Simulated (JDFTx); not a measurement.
An input for a modified build of JDFTx (Nb(100), linear PCM (GLSSA13), water, 1 M NaCl; bohr, hartree) and the course of its log:

```
lattice \
  6.2694120828 0.0000000000 0.0000000000 \
  0.0000000000 6.2694120828 0.0000000000 \
  0.0000000000 0.0000000000 31.3694536688
coords-type Lattice
ion Nb 0.0000000000 0.0000000000 -0.1998572290 0
ion Nb 0.5000000000 0.5000000000 -0.0999286140 0
ion Nb 0.0000000000 0.0000000000 0.0000000000 0
ion Nb 0.5000000000 0.5000000000 0.0999286140 0
ion Nb 0.0000000000 0.0000000000 0.1998572290 0
ion-species pseudo/nb_pbe_v1.upf
elec-cutoff 20 100
elec-ex-corr gga-PBE
coulomb-interaction Slab 001
coulomb-truncation-embed 0 0 0
kpoint-folding 6 6 1
elec-smearing Fermi 0.01
elec-n-bands 45
target-mu -0.097018
electronic-scf nIterations 100 energyDiffThreshold 1e-07
fluid LinearPCM
pcm-variant GLSSA13
fluid-solvent H2O
fluid-cation Na+ 1
fluid-anion Cl- 1
fluid-minimize nIterations 400 knormThreshold 1e-11
wavefunction read f0.wfns
elec-initial-eigenvals f0.eigenvals
elec-initial-fillings read f0.fillings
fluid-initial-state f0.fluidState
dump-name f0_u0.$VAR
dump End State Ecomponents EigStats BandEigs Forces ElecDensity IonicPositions Fillings Kpoints Dtot FluidDebug BoundCharge FluidDensity
```

```
[one cycle in 5 is shown, and the last three; fluid-solver lines are left out]
	FillingsUpdate:  mu: -0.097018000  nElectrons: 68.503287
SCF: Cycle:  0   G: -275.762648783226950   dG: +4.100e+00   |Residual|: 1.717e-01   |deigs|: 1.045e-11
	FillingsUpdate:  mu: -0.097018000  nElectrons: 65.875114
SCF: Cycle:  5   G: -279.653325611354092   dG: -1.429e-01   |Residual|: 3.426e-02   |deigs|: 1.371e-03
	FillingsUpdate:  mu: -0.097018000  nElectrons: 64.598989
SCF: Cycle: 10   G: -279.797670174074256   dG: +1.435e-03   |Residual|: 2.085e-02   |deigs|: 4.853e-03
	FillingsUpdate:  mu: -0.097018000  nElectrons: 63.734883
SCF: Cycle: 15   G: -279.537130617753519   dG: +2.451e-01   |Residual|: 5.260e-02   |deigs|: 8.176e-03
	FillingsUpdate:  mu: -0.097018000  nElectrons: 65.019131
SCF: Cycle: 20   G: -279.844878514257118   dG: -5.467e-02   |Residual|: 1.056e-02   |deigs|: 1.299e-03
	FillingsUpdate:  mu: -0.097018000  nElectrons: 64.570070
SCF: Cycle: 25   G: -279.842966286906517   dG: -5.474e-03   |Residual|: 1.279e-02   |deigs|: 1.912e-04
	FillingsUpdate:  mu: -0.097018000  nElectrons: 64.610678
SCF: Cycle: 30   G: -279.848623668820835   dG: +9.113e-04   |Residual|: 1.031e-02   |deigs|: 1.578e-04
	FillingsUpdate:  mu: -0.097018000  nElectrons: 64.763171
SCF: Cycle: 35   G: -279.859656902961660   dG: +5.037e-04   |Residual|: 3.290e-03   |deigs|: 7.406e-05
	FillingsUpdate:  mu: -0.097018000  nElectrons: 64.773481
SCF: Cycle: 40   G: -279.860448898906043   dG: -5.599e-05   |Residual|: 2.242e-03   |deigs|: 1.389e-04
	FillingsUpdate:  mu: -0.097018000  nElectrons: 64.570516
SCF: Cycle: 45   G: -279.848491570578233   dG: +8.414e-03   |Residual|: 1.076e-02   |deigs|: 7.415e-04
	FillingsUpdate:  mu: -0.097018000  nElectrons: 64.445564
SCF: Cycle: 50   G: -279.801748401753571   dG: -2.845e-02   |Residual|: 2.221e-02   |deigs|: 4.783e-04
	FillingsUpdate:  mu: -0.097018000  nElectrons: 64.298803
SCF: Cycle: 55   G: -279.746721387496450   dG: -5.311e-02   |Residual|: 2.996e-02   |deigs|: 6.462e-04
	FillingsUpdate:  mu: -0.097018000  nElectrons: 64.663730
SCF: Cycle: 60   G: -279.851932385596342   dG: +7.047e-04   |Residual|: 8.106e-03   |deigs|: 1.121e-04
	FillingsUpdate:  mu: -0.097018000  nElectrons: 64.705449
SCF: Cycle: 65   G: -279.854584922787069   dG: -9.957e-03   |Residual|: 7.092e-03   |deigs|: 4.516e-04
	FillingsUpdate:  mu: -0.097018000  nElectrons: 64.823115
SCF: Cycle: 70   G: -279.860746563889506   dG: -2.982e-04   |Residual|: 1.200e-03   |deigs|: 1.103e-04
	FillingsUpdate:  mu: -0.097018000  nElectrons: 64.748255
SCF: Cycle: 75   G: -279.858723328121187   dG: +1.695e-04   |Residual|: 4.204e-03   |deigs|: 7.632e-05
	FillingsUpdate:  mu: -0.097018000  nElectrons: 64.826882
SCF: Cycle: 80   G: -279.860983688845920   dG: -9.309e-05   |Residual|: 1.059e-03   |deigs|: 9.663e-05
	FillingsUpdate:  mu: -0.097018000  nElectrons: 64.869904
SCF: Cycle: 85   G: -279.860834068220299   dG: -5.065e-04   |Residual|: 3.979e-04   |deigs|: 1.787e-04
	FillingsUpdate:  mu: -0.097018000  nElectrons: 64.882683
SCF: Cycle: 90   G: -279.860797453207169   dG: +6.089e-06   |Residual|: 6.322e-04   |deigs|: 9.002e-06
	FillingsUpdate:  mu: -0.097018000  nElectrons: 64.875773
SCF: Cycle: 95   G: -279.860843829791634   dG: -2.305e-07   |Residual|: 1.378e-04   |deigs|: 3.307e-06
	FillingsUpdate:  mu: -0.097018000  nElectrons: 64.873670
SCF: Cycle: 97   G: -279.860845217443114   dG: -1.290e-06   |Residual|: 2.451e-05   |deigs|: 1.098e-05
	FillingsUpdate:  mu: -0.097018000  nElectrons: 64.874354
SCF: Cycle: 98   G: -279.860845005079398   dG: +2.124e-07   |Residual|: 4.261e-05   |deigs|: 5.048e-06
	FillingsUpdate:  mu: -0.097018000  nElectrons: 64.873961
SCF: Cycle: 99   G: -279.860845204046257   dG: -1.990e-07   |Residual|: 2.444e-05   |deigs|: 2.473e-06
SCF: None of the convergence criteria satisfied after 100 iterations.
IonicMinimize: Iter:   0  G: -279.860845204046257  |grad|_K:  0.000e+00
IonicMinimize: Converged (|grad|_K<1.000000e-04).
```

This run gave no converged result. The electronic loop ended without meeting its threshold, so the last energy, electron count and forces aren't results.
